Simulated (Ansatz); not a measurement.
**SnSe, one structure, two calculations**

Cell: a computed structure from the Materials Project (it need not be an observed phase), ions relaxed with PBE at fixed cell.

Space group Pnma (No. 62); a = 11.6645, b = 4.1263, c = 4.7009 Å.

| site | Wyckoff | site symmetry | x | y | z |
| --- | --- | --- | --- | --- | --- |
| Sn | 4c | .m. | 0.6181 | 0.7500 | 0.3730 |
| Se | 4c | .m. | 0.1457 | 0.2500 | 0.5227 |

One atom of each set is listed.

First run. Level of theory: DFT, PBE, plane waves and PAW, scalar-relativistic, 420 eV cutoff, Γ-centred 3×8×7 k-points, Fermi–Dirac smearing 0.01 eV (Ansatz 0.2.0).

| site | V_zz (10²¹ V/m²) | η |
| --- | --- | --- |
| Sn | -9.84 | 0.35 |
| Se | -6.74 | 0.17 |

Second run. The same atoms and settings, except that the functional is r2SCAN and the cutoff is 500 eV.

Problem. Given the first result, estimate the second.

Solution. 

```tsv
site	V_zz	η	change of V_zz
Sn	-11.04	0.33	-1.20
Se	-7.36	0.14	-0.62
```

The largest change of V_zz is on Sn, from -9.84 to -11.04. In per cent, |V_zz| changes by +12 on Sn, +9 on Se (all sites that start above 0.5). Isomer shifts (Sn against SnO₂, from the density at the nucleus and a line fitted to measured compounds for each functional; the lines scatter by about 0.1 mm/s, so smaller changes between functionals mean little): Sn 3.30 → 3.33 mm/s.

Without spin–orbit coupling (the program notes it for Sn) the gradients can shift somewhat, as the gap is small.
For the second run: With these PAW files V_zz is typically within 2 to 3 % of all-electron values, but misses above 10 % occur on Sn.
